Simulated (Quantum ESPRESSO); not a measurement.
Field gradients of BaZrO3 from the PAW reconstruction of the field gradient on a scalar-relativistic PBE ground state (a modified build of Quantum ESPRESSO, JTH datasets). The input of pw.x:

```
&CONTROL
  calculation = 'scf'
  prefix = 'x'
  pseudo_dir = './pseudo'
  outdir = './out'
  tprnfor = .true.
/
&SYSTEM
  ibrav = 0
  nat = 5
  ntyp = 3
  ecutwfc = 45
  ecutrho = 180
  occupations = 'fixed'
  nbnd = 24
/
&ELECTRONS
  conv_thr = 1e-11
/
ATOMIC_SPECIES
Ba 137.327 Ba.GGA_PBE-JTH.UPF
Zr 91.224 Zr.GGA_PBE-JTH.UPF
O 15.999 O.GGA_PBE-JTH.UPF
CELL_PARAMETERS angstrom
    4.191328050000     0.000000000000     0.000000000000
    0.000000000000     4.191328050000     0.000000000000
    0.000000000000     0.000000000000     4.254513900000
ATOMIC_POSITIONS crystal
Ba     0.000000000000     0.000000000000     0.000000000000
Zr     0.500000000000     0.500000000000     0.500000000000
O      0.500000000000     0.000000000000     0.500000000000
O      0.000000000000     0.500000000000     0.500000000000
O      0.500000000000     0.500000000000     0.000000000000
K_POINTS automatic
5 5 5 0 0 0
```
The cell was made here from a computed Materials Project entry: strained by +1 % along the cube axis and by -0.5 % across it, atoms relaxed (PBE without dispersion, pw.x of Quantum ESPRESSO, symmetry kept). The parent is BaZrO3 in Pm-3m. Stability against distortions was not tested. The run has no spin polarisation.

Vzz is the sum of three terms, each taken along its main axis: the smooth valence density, the ions (nucleus and frozen core) with the augmentation charges of all other spheres, and the all-electron minus smooth density in the atom's own sphere. The split hangs on the datasets.  Cores are frozen. Against all-electron runs on small test molecules, this scheme's |Vzz| missed by −2 to +6 % on O. Ba, Zr had no test against all-electron runs. Spin–orbit coupling is left out, a limit on Ba.

| site | smooth valence density | ions and other spheres | own sphere | Vzz (a.u.) |
|---|---|---|---|---|
| Ba (atom 1) | -0.001 | 0.001 | ___ | ___ |
| Zr (atom 2) | 0.018 | -0.017 | ___ | ___ |
| O1 (atoms 3, 4) | -0.604 | 0.585 | ___ | ___ |
| O2 (atom 5) | -0.553 | 0.547 | ___ | ___ |

Problem. What belongs in the gaps?

Solution. 
- Ba (atom 1), own sphere: 0.029
- Ba (atom 1), Vzz (a.u.): 0.029
- Zr (atom 2), own sphere: 0.297
- Zr (atom 2), Vzz (a.u.): 0.297
- O1 (atoms 3, 4), own sphere: -0.135
- O1 (atoms 3, 4), Vzz (a.u.): -0.154
- O2 (atom 5), own sphere: -0.074
- O2 (atom 5), Vzz (a.u.): -0.080
